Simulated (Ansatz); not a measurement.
Input, command and steps of an Ansatz relaxation.

```yaml
crystal:
  lattice:
    - [3.0845289676, 0.0, 0.0]
    - [-1.5422644838, 2.6712804447, 0.0]
    - [0.0, 0.0, 3.5020260648]
  atoms:
    - { symbol: B, position: [0.3333333333, 0.6666666667, 0.5] }
    - { symbol: B, position: [0.6666666667, 0.3333333333, 0.5] }
    - { symbol: W, position: [0.0, 0.0, 0.0] }
basis:
  ecutwfc: 500
kpoints:
  mp_grid: { grid: [18, 18, 12] }
hamiltonian:
  xc: r2scan
scf:
  occupations: { method: gaussian, width: 0.1 }
output:
  forces: true
  stress: true
  eigenvalues: true
relax:
  adjacent_minimum: "off"
  f_tol: 0.01
  max_steps: 30
  cell: { stress_tol: 0.1, fix: [volume] }
```

```bash
ansatz run input.yaml --threads 1 --pin off --max-ram 2560MiB --backend cpu --events-out ev --progress --plain --runs-dir out
```

Level of theory: DFT r2SCAN, scalar-relativistic, plane waves, PAW in Ansatz.

The volume is held at 1.1 times that of the relaxed cell.

Of 4 frames 3 are shown, positions in Å and forces in eV/Å; the SCF threshold varies from step to step. Steps run on the plane waves of an earlier cell, with a Pulay correction in the pressure. The basis is chosen afresh for the last frame, the zero of the energies, and at times for earlier ones too; energy and pressure step there, also at an unchanged geometry.

```xyz
3
Lattice="3.0845 0.0000 0.0000 -1.5423 2.6713 0.0000 0.0000 0.0000 3.5020" Properties=species:S:1:pos:R:3:forces:R:3 pbc="T T T" step=1 free_energy_over_end_meV_per_atom=0.39 pressure_GPa=-26.01
B     0.0000    1.7809    1.7510    0.0000    0.0000    0.0000
B     1.5423    0.8904    1.7510    0.0000    0.0000    0.0000
W     0.0000    0.0000    0.0000    0.0000    0.0000    0.0000
3
Lattice="3.0783 0.0000 0.0000 -1.5392 2.6659 0.0000 0.0000 0.0000 3.5161" Properties=species:S:1:pos:R:3:forces:R:3 pbc="T T T" step=2 free_energy_over_end_meV_per_atom=0.08 pressure_GPa=-25.81
B     0.0000    1.7773    1.7581    0.0000    0.0000    0.0000
B     1.5392    0.8886    1.7581    0.0000    0.0000    0.0000
W     0.0000    0.0000    0.0000    0.0000    0.0000    0.0000
3
Lattice="3.0734 0.0000 0.0000 -1.5367 2.6616 0.0000 0.0000 0.0000 3.5275" Properties=species:S:1:pos:R:3:forces:R:3 pbc="T T T" step=4 free_energy_over_end_meV_per_atom=0.00 pressure_GPa=-25.64
B     0.0000    1.7744    1.7637    0.0000    0.0000    0.0000
B     1.5367    0.8872    1.7637    0.0000    0.0000    0.0000
W     0.0000    0.0000    0.0000    0.0000    0.0000    0.0000
```

Time: 56 s on 1 thread of Arm Neoverse V1 (shared host), peak memory 0.48 GiB.

Spin–orbit coupling is left out, which can shift energies with elements as heavy as these.